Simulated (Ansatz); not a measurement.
## Computed properties of ZrIr₂

ZrIr$_{2}$:
Space group Fd-3m, origin choice 1 (No. 227); a = 7.385 Å, b = 7.385 Å, c = 7.385 Å, α = 90.00°, β = 90.00°, γ = 90.00°

```tsv
atom	site	symmetry	x	y	z
Zr	8a	-43m	0.0000	0.0000	0.0000
Ir	16d	.-3m	0.6250	0.6250	0.6250
```
(The calculation used a cell of 6 atoms; values per cell refer to that cell.)

Space group Fd-3m (No. 227), cubic Laves (MgCu2 type); conventional cell a = b = c = 7.385 Å, α = β = γ = 90.00°.

Method: the program Ansatz at the r²SCAN level (PAW). Structure relaxed to zero pressure with the same functional. Other levels are named where they apply.

### Cell and energy

* **Volume per atom**: 16.78 Å³
* **Density**: 15.69 g/cm³
* **Formation energy from the elements (no fitted shifts)**: -0.75 eV/atom

### Electronic structure

- Electronic character = metallic (no gap)
- Density of states at the Fermi level = 0.90 states/eV per atom (mean over ±0.08 eV)
- Gap with spin–orbit coupling = none (metallic)

### Mechanics

- Bulk modulus (Birch–Murnaghan fit): 264 GPa
- Pressure derivative B′: 4.6

### Charges

* **Bader charges**: Zr +1.73, Ir -0.87 e

The workflow started from an entry of the Crystallography Open Database (COD). Its standing as an ambient phase is unchecked. Symmetry was held in the r²SCAN relaxation; whether a distortion lowers the energy is not shown. No spin polarisation was allowed. The references are the lowest solids computed at this level, not always the standard phases. Scalar-relativistic: spin–orbit coupling is off unless named, which matters more the heavier the elements.

Potentials: the later of the program's two PAW sets.
